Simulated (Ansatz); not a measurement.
The cell is COD entry 1510322, as deposited and not checked against the literature; nothing was relaxed.

An input for ZnAu and the output that it gave: DFT, PBEsol, all-electron LAPW, scalar-relativistic (Ansatz 0.2.0).

Command: `ansatz run input.yaml --threads 1 --pin off --max-ram 3072MiB --backend cpu --events-out ev --progress --plain --runs-dir out` The run took 23 s on 1 thread of Intel(R) Xeon(R) 6975P-C (Granite Rapids), with other jobs on the host, peak memory 0.53 GiB.

```yaml
crystal:
  lattice:
    - [3.147, 0.0, 0.0]
    - [0.0, 3.147, 0.0]
    - [0.0, 0.0, 3.147]
  atoms:
    - { symbol: Zn, position: [0.5, 0.5, 0.5] }
    - { symbol: Au, position: [0.0, 0.0, 0.0] }
kpoints:
  mp_grid: { grid: [13, 13, 13] }
  band_path:
    path:
      - [0.0, 0.0, 0.0]
      - [0.0, 0.5, 0.0]
      - [0.5, 0.5, 0.0]
      - [0.0, 0.0, 0.0]
      - [0.5, 0.5, 0.5]
      - [0.0, 0.5, 0.0]
      - [0.5, 0.5, 0.5]
      - [0.5, 0.5, 0.0]
    npoints: 14
scf:
  occupations: { method: fermi_dirac, width: 0.05 }
hamiltonian:
  xc: pbesol
  pseudopotentials: { kind: all_electron, lapw: { basis_error: 0.0005 } }
output:
  forces: true
  stress: true
  eigenvalues: true
  populations: true
  dos: { projected: true, de: 0.2, e_range: [-14, 8] }
```

Output:

```
Zn: projections on atomic orbitals take those of the free atom 1s2 2s2 2p6 3s2 3p6 3d10 4s2, of charge +0.00 (hamiltonian.pseudopotentials.projection_atoms)
Au: projections on atomic orbitals take those of the free atom 1s2 2s2 2p6 3s2 3p6 3d10 4s2 4p6 4d10 4f14 5s2 5p6 5d10 6s1, of charge +0.00 (hamiltonian.pseudopotentials.projection_atoms)
LAPW: plane waves up to 8.685 Å⁻¹, error target 5.0e-4 eV per atom; small_component_spin mean_spin; Zn in spheres of 1.330 Å, 20 of its electrons in bands, Dirac shells []; Au in spheres of 1.395 Å, 43 of its electrons in bands, Dirac shells []
Engine: ansatz 0.2.0
Pseudopotentials: kind: all_electron
Pseudopotential: Zn, LAPW, valence charge 20, Koelling and Harmon's equation, gaussian nucleus
Pseudopotential: Au, LAPW, valence charge 43, Koelling and Harmon's equation, gaussian nucleus
Functional definition: PBEsol
  exchange = pbesol_x
  correlation = pbesol_c
Crystal: 2 atoms, lattice volume = 31.167 Å³
Basis set: ecut = 287.38048571459166 eV, 341 PW (Γ), exchange–correlation at level 2
Bands: 38, of which v1, the nominal top of the filled ones, is band 32 counted from 1 (31 counted from 0)
Symmetry: 48 space group operations
Space group: Pm-3m (ITA 221), of the structure as read, at distance tolerance 3.1e-5 Å
k-points: 84 of 2197
Non-local potential: Zn, projectors of the file, none
Non-local potential: Au, projectors of the file, none
Initial density: superposition of atomic densities (chi_scale 0.1, normalization cell, long waves kept (reshape's long-wave potential 0.00 eV rms))
Initial wavefunctions: plane waves of lowest kinetic energy (no species holds an atomic orbital)
Functional: x = pbesol(κ = 0.804, μ = 0.12345679012345678), c = pbesol(β = 0.046)
iter 1 solved again at ethr=3.00e-4 eV; its pass at ethr=1.00e-1 eV (dr2=1.89e-1 eV) is discarded
SCF iter   1: F=—  HF=-565918.553187 eV  |F-HF|=—  |Δ(HF+E_count)|=         —  Δρ=2.90e-2  dr2=1.89e-1  ethr=3.00e-4  ⟨swp⟩=2.9  Hψ=20019  notcnv=0
preconditioner: auto → Kerker (q_TF=auto, 3.068 Å⁻¹)  [metal: Δε(μ)=0.081 eV  Ē_g=14.214 eV  σ=0.050 eV  W_gap=0.37  n_scr=18 (ndim 8)  ℏωp=31.9 eV  f_vac=0.000  D(μ)=0.79/eV (n_scr^D=6)]
SCF iter   2: F=—  HF=-565918.123154 eV  |F-HF|=—  |Δ(HF+E_count)|=   4.30e-1  Δρ=9.62e-3  dr2=3.46e-2  ethr=3.00e-4  ⟨swp⟩=2.0  Hψ=9748  notcnv=0
SCF iter   3: F=—  HF=-565918.045960 eV  |F-HF|=—  |Δ(HF+E_count)|=   7.72e-2  Δρ=9.17e-3  dr2=2.27e-2  ethr=5.49e-5  ⟨swp⟩=2.0  Hψ=9371  notcnv=0
SCF iter   4: F=—  HF=-565918.040249 eV  |F-HF|=—  |Δ(HF+E_count)|=         —  Δρ=4.65e-3  dr2=6.56e-3  ethr=3.60e-5  ⟨swp⟩=2.0  Hψ=9229  notcnv=0
the basis was enlarged: its passes take 106.6 KiB over the memory plan, 1 of 1 planned eigensolver slots
SCF iter   5: F=—  HF=-565918.037140 eV  |F-HF|=—  |Δ(HF+E_count)|=   3.11e-3  Δρ=3.33e-3  dr2=4.01e-3  ethr=1.04e-5  ⟨swp⟩=2.0  Hψ=9182  notcnv=0
SCF iter   6: F=—  HF=-565918.037183 eV  |F-HF|=—  |Δ(HF+E_count)|=   4.24e-5  Δρ=1.68e-3  dr2=1.02e-3  ethr=6.36e-6  ⟨swp⟩=2.0  Hψ=8867  notcnv=0
iter 7 solved again at ethr=4.45e-8 eV; its pass at ethr=1.61e-6 eV (dr2=2.81e-5 eV) is discarded
SCF iter   7: F=—  HF=-565918.037249 eV  |F-HF|=—  |Δ(HF+E_count)|=   6.58e-5  Δρ=3.39e-4  dr2=2.80e-5  ethr=4.45e-8  ⟨swp⟩=2.0  Hψ=15710  notcnv=0
SCF iter   8: F=—  HF=-565918.037250 eV  |F-HF|=—  |Δ(HF+E_count)|=   9.62e-7  Δρ=8.21e-5  dr2=1.79e-6  ethr=4.45e-8  ⟨swp⟩=2.0  Hψ=9198  notcnv=0
SCF iter   9: F=—  HF=-565918.037250 eV  |F-HF|=—  |Δ(HF+E_count)|=   1.05e-7  Δρ=2.01e-5  dr2=2.36e-7  ethr=2.84e-9  ⟨swp⟩=2.0  Hψ=9198  notcnv=0
SCF iter  10: F=-565918.037250 eV  HF=-565918.037250 eV  |F-HF|=2.03e-8  |Δ(HF+E_count)|=   1.84e-8  Δρ=8.25e-6  dr2=3.57e-8  ethr=3.74e-10  ⟨swp⟩=2.0  Hψ=9198  notcnv=0
SCF 1 converged in 10 iterations: F = -565918.037250 eV  dr2 = 3.57e-8
NSCF: frozen V_eff on 99 k-points
SCF converged after 10 iterations
Free energy (F): -565918.037250 eV
Harris-Foulkes:  -565918.037250 eV  (|F-HF|=2.03e-8)
Internal energy: -565918.030968 eV  (E = F + TS)
E sigma→0 (E₀):  -565918.034109 eV
Entropy (-TS):   -0.006282 eV (-3.141 meV/atom)
Fermi energy:    20.793004 eV
--- Per-component energies (eV) ---
  E_band       = -4464.652035
  E_kinetic    = 639030.434132
  E_xc         = -11683.112606
  E_electrostatic = -1193265.352494  (all electrons and nuclei)
  E_smearing   = -0.006282  (= −TS)
  E_closure    = 0.000000  (closes the sum)
  E_atoms      = -565912.087301  (free atoms, spherical and without spin; not in F)
  Σ components = -565918.037250   (vs F -565918.037250, Δ=0.00e0)
  Basis errors (estimates in eV, not in F): energy 1.3e-4 per atom: plane waves 1.2e-4 (6.0e-5 summed), levels above the bands 2.4e-110, relativity 3.7e-9, radial functions 1.8e-5, core shells 4.0e-8; eigenvalues (radial functions only) 2.2e-6; not estimated: angular momenta, meshes, grids; target (lapw.basis_error) 5.0e-4; muffin-tin radii Zn 1.330 Å, Au 1.395 Å
--- Forces (eV/Å), atoms counted from 1 ---
  atom   1  Zn     0.00000000    -0.00000000     0.00000000
  atom   2  Au    -0.00000000     0.00000000     0.00000000
  max |Σ_I F_I| component: 1.06e-29 eV/Å
--- Stress (GPa, compression-positive) ---
       -2.393480       0.000000       0.000000
        0.000000      -2.393480       0.000000
        0.000000       0.000000      -2.393480
  P = ⅓ Tr σ = -2.3935 GPa (-23.935 kbar)
--- Band table (eV; the first three rows and the last of 84) ---
  k-point 0: bands = ["-302.5609", "-302.5609", "-302.5609", "-302.5438", "-302.5438", "-105.2912", "-85.4593", "-59.6148", "-59.6148", "-59.6148", "-58.5311", "-58.5188", "-58.5188", "-58.5188", "-58.5090", "-58.5090", "-58.5090", "-36.8241", "-36.8241", "-36.8241", "10.0893", "12.6583", "12.6583", "13.3623", "13.3623", "13.3623", "15.3457", "15.3457", "17.0405", "17.0405", "17.0405", "25.6934", "25.6934", "25.6934", "29.5870", "32.8233", "32.8233", "38.8506"]
  k-point 1: bands = ["-302.5609", "-302.5609", "-302.5609", "-302.5438", "-302.5438", "-105.2912", "-85.4592", "-59.6149", "-59.6148", "-59.6148", "-58.5311", "-58.5188", "-58.5188", "-58.5188", "-58.5090", "-58.5090", "-58.5090", "-36.8264", "-36.8239", "-36.8239", "10.1947", "12.6819", "12.6902", "13.3611", "13.3611", "13.3712", "15.3281", "15.3743", "16.9591", "16.9591", "17.0315", "24.8653", "25.8930", "25.8930", "30.1042", "32.7118", "33.3013", "38.7509"]
  k-point 2: bands = ["-302.5609", "-302.5609", "-302.5609", "-302.5438", "-302.5438", "-105.2912", "-85.4591", "-59.6152", "-59.6147", "-59.6147", "-58.5311", "-58.5188", "-58.5188", "-58.5188", "-58.5091", "-58.5090", "-58.5090", "-36.8329", "-36.8234", "-36.8234", "10.5057", "12.7494", "12.7776", "13.3582", "13.3582", "13.3963", "15.2772", "15.4531", "16.7447", "16.7447", "17.0063", "23.2754", "26.4622", "26.4622", "30.6970", "32.4119", "34.7994", "38.5335"]
  k-point 83: bands = ["-302.5609", "-302.5609", "-302.5609", "-302.5438", "-302.5438", "-105.2909", "-85.4564", "-59.6164", "-59.6164", "-59.6164", "-58.5311", "-58.5187", "-58.5187", "-58.5187", "-58.5092", "-58.5092", "-58.5092", "-36.8574", "-36.8574", "-36.8574", "13.0569", "13.0860", "13.0860", "13.6737", "13.6737", "14.3177", "14.3901", "14.3901", "17.6171", "17.6171", "22.1736", "23.0141", "24.3737", "24.3737", "25.1217", "26.8742", "26.8742", "27.4925"]
--- Löwdin populations: 2 sites ---
  site symbol       q [e]
     0     Zn     29.1796
     1     Au     79.1515
  spilling = 0.006136 (of n_electrons = 109.000000)
```
